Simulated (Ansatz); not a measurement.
# SeBr₃O: settings compared (Ansatz)

The input file (Ansatz 0.2.0, plane waves):

```yaml
crystal:
  lattice:
    - [0.0, 3.932757, 0.0]
    - [8.590396, -1.966378, 0.0]
    - [3.807083, 0.0, -8.685144]
  atoms:
    - { symbol: O, position: [0.731, 0.462, 0.579] }
    - { symbol: O, position: [0.269, 0.538, 0.421] }
    - { symbol: Se, position: [0.196, 0.392, 0.6849] }
    - { symbol: Se, position: [0.804, 0.608, 0.3151] }
    - { symbol: Br, position: [0.33, 0.66, 0.7505] }
    - { symbol: Br, position: [0.67, 0.34, 0.2495] }
    - { symbol: Br, position: [0.6169, 0.2338, 0.9341] }
    - { symbol: Br, position: [0.3831, 0.7662, 0.0659] }
    - { symbol: Br, position: [0.0479, 0.0958, 0.6497] }
    - { symbol: Br, position: [0.9521, 0.9042, 0.3503] }
  symmetry: { tolerance: 0.0003 }
kpoints:
  mp_grid: { grid: [5, 5, 2], shift: [0, 0, 0] }
magnetization:
  spin_polarized: false
scf:
  occupations: { method: gaussian, width: 0.0682 }
hamiltonian:
  pseudopotentials: { kind: paw }
  xc: pbe
basis:
  ecutwfc: 420
output:
  forces: true
  stress: true
  eigenvalues: true
```

The command:

```bash
ansatz run input.yaml --threads 1 --pin off --max-ram 2560MiB --backend cpu --events-out ev --progress --plain --runs-dir out
```

Origin of the cell: a known structure type with other elements, at an estimated volume, so it need not be a known compound.

Output of this run (shortened):

```
Pseudopotentials: kind: paw
Pseudopotential: O, paw, valence charge 6, recommended cutoff 420 eV (normal), O.paw.azcp
Pseudopotential: Se, paw, valence charge 16, recommended cutoff 420 eV (normal), Se.paw.azcp
Pseudopotential: Br, paw, valence charge 7, recommended cutoff 420 eV (normal), Br.paw.azcp
Functional definition: PBE
  exchange = pbe_x(kappa = kappa, mu = beta*pi^2/3)
  correlation = pbe_c(beta = beta)
Crystal: 10 atoms, lattice volume = 293.418 Å³
Basis set: ecut = 420 eV, 5757 PW (Γ), exchange–correlation on 54×120×128 points (8 copies of the dense FFT grid, shifted against one another)
Bands: 53, of which v1, the nominal top of the filled ones, is band 43 counted from 1 (42 counted from 0)
Symmetry: 4 space group operations
Space group: C2/m (ITA 12), of the structure as read, at distance tolerance 2.0e-3 Å
[… 7 lines left out …]
Initial density: superposition of atomic densities (neutral atoms: chi_scale 0, normalization atom), corrected by the library's trained network
Functional: x = pbe(κ = 0.804, μ = 0.219515), c = pbe(β = 0.066725)
SCF iter   1: F=—  HF=-28765.542068 eV  Δρ=5.72e-3  dr2=3.18e-1  defer=36
SCF iter   2: F=—  HF=-28765.518301 eV  Δρ=3.98e-3  dr2=1.06e-1  defer=54
SCF iter   3: F=—  HF=-28765.509475 eV  Δρ=1.91e-3  dr2=3.52e-2  defer=54
SCF iter   4: F=—  HF=-28765.506556 eV  Δρ=9.87e-4  dr2=1.08e-2  defer=54
SCF iter   5: F=—  HF=-28765.505455 eV  Δρ=4.40e-4  dr2=1.86e-3  defer=54
SCF iter   6: F=—  HF=-28765.505295 eV  Δρ=1.80e-4  dr2=2.59e-4  defer=54
SCF iter   7: F=—  HF=-28765.505275 eV  Δρ=4.81e-5  dr2=1.95e-5  defer=54
SCF iter   8: F=—  HF=-28765.505154 eV  Δρ=1.57e-5  dr2=1.74e-6  defer=54
SCF iter   9: F=—  HF=-28765.505154 eV  Δρ=5.41e-6  dr2=2.30e-7  defer=54
SCF iter  10: F=-28765.505154 eV  HF=-28765.505154 eV  Δρ=1.24e-6  dr2=1.10e-8
SCF 1 converged in 10 iterations: F = -28765.505154 eV  dr2 = 1.10e-8
SCF converged after 10 iterations
Free energy (F): -28765.505154 eV
Harris-Foulkes:  -28765.505154 eV  (|F-HF|=7.61e-9)
Internal energy: -28765.467414 eV  (E = F + TS)
E sigma→0 (E₀):  -28765.486284 eV
Entropy (-TS):   -0.037740 eV (-3.774 meV/atom)
Fermi energy:    1.529432 eV
--- Per-component energies (eV) ---
  E_band       = -1209.578817
  E_kinetic    = 1348.308415
  E_local      = -11302.473500  (includes V_loc(G=0)·N_el)
  E_nonlocal   = -663.186316
  E_hartree    = 5051.958377
  E_xc         = -1922.035711
  E_vxc        = -978.767454  (∫ρ·V_xc dr)
  E_paw        = -17625.338796  (= ΣΔE_a)
  E_vpaw       = 282.617527  (= ΣTr[D̂ρ^β])
  E_aug_tail   = 0.003471  (compensation charges beyond the density's cutoff)
  E_ewald      = -3652.703354
  E_smearing   = -0.037740  (= −TS)
  Σ components = -28765.505154   (vs F -28765.505154, Δ=0.00e0)
--- Forces (eV/Å), atoms counted from 1 ---
  atom   1  O     -0.205742    -0.000000    -0.502008
  atom   2  O      0.205742     0.000000     0.502008
  atom   3  Se     0.322839     0.000000     2.084213
[… 2 lines left out …]
  atom   6  Br     0.364496     0.000000    -0.061361
  atom   7  Br     0.028810     0.000000     0.277299
  atom   8  Br    -0.028810    -0.000000    -0.277299
  atom   9  Br     0.392831     0.000000    -0.050151
  atom  10  Br    -0.392831    -0.000000     0.050151
  max |Σ_I F_I| component: 0.00e0 eV/Å
--- Stress (GPa, compression-positive) ---
       -2.919811       0.000000       0.027613
        0.000000      -6.558822       0.000000
        0.027614       0.000000      -5.117922
  P = ⅓ Tr σ = -4.8655 GPa (-48.655 kbar)
```

The same input was run again with these changes:

1. `scf.initial_density.chi_scale` default → 0.1
2. `hamiltonian.xc` pbe → r2scan; `hamiltonian.dispersion` default → d4
3. `hamiltonian.xc` pbe → r2scan
4. `kpoints.mp_grid.grid` [5, 5, 2] → [4, 4, 2]; `kpoints.mp_grid.shift` [0, 0, 0] → [0.5, 0.5, 0.5]; typed moments: none

```tsv
run	end	SCF iterations	P (GPa)	max force component (eV/Å)	moment (μB)	ΔE(σ→0) (meV/atom)
base	converged	10	-4.87	2.084	–	0
1	converged	11	-4.87	2.084	–	0.00
2	converged	9	-6.79	2.322	–	–
3	converged	9	-6.38	2.324	–	–
4	converged	10	-4.79	1.956	–	10.20
```

Energies are compared only where functional, datasets, charge and starting cell are the same.

Not properties of the system: run 4 (too coarse or loose: `kpoints.mp_grid.grid` = [4, 4, 2]).

Caveats of the base run: no spin, though holes on the anions or broken bonds may carry moments; the k mesh is coarse if the cell is a metal.

Run 2: the cutoff lies below the datasets' advice.
Run 3: the cutoff lies below the datasets' advice.
Run 4: the k mesh keeps only part of the crystal's symmetry.

The base run ran for 20 s of wall time on 1 CPU thread(s) of a shared host, from the program's own first density.
